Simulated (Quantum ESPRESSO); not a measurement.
## Cheap against tight settings: LiBr

```xyz
2
Lattice="0.0000 2.7227 2.7227 2.7227 0.0000 2.7227 2.7227 2.7227 0.0000" Properties=species:S:1:pos:R:3 pbc="T T T"
Li     0.0000     0.0000     0.0000
Br     2.7227     2.7227     2.7227
```
The geometry is a computed Materials Project entry, not a measured one. It is LiBr in Fm-3m. Stability against distortions was not tested.

Method: σ by GIPAW with PBE in a modified build of Quantum ESPRESSO, on JTH PAW datasets. The cutoff rises from row to row, with the meshes as listed. Costs are rough, from a shared machine. Shieldings are absolute and leave out the bulk-susceptibility term; a larger σ means a smaller chemical shift. Spin–orbit coupling is left out; its weight grows with the heaviest atom, Br here. No d partial waves on Br: the paramagnetic term there is incompletely reconstructed.

| setting | cutoff (Ha) | k-mesh | σ_iso Li (ppm) | σ_iso Br (ppm) | f-sum rule missed by (%) | rough cost ratio |
|---|---|---|---|---|---|---|
| A | 8 | 4×4×4 through Γ | 73.5 | 2462.9 | 1.1 | about 1 |
| B | 10 | 3×3×3 shifted | 78.2 | 2577.3 | 0.07 | about 1 |
| C | 20 | 4×4×4 shifted | 80.7 | 2576.6 | 0.01 | 3 |
| D | 30 | 6×6×6 shifted | 80.4 | 2576.7 | 0.00 | 20 |

Largest change from the last row but one to the last: σ_iso Li (ppm) by -0.3.
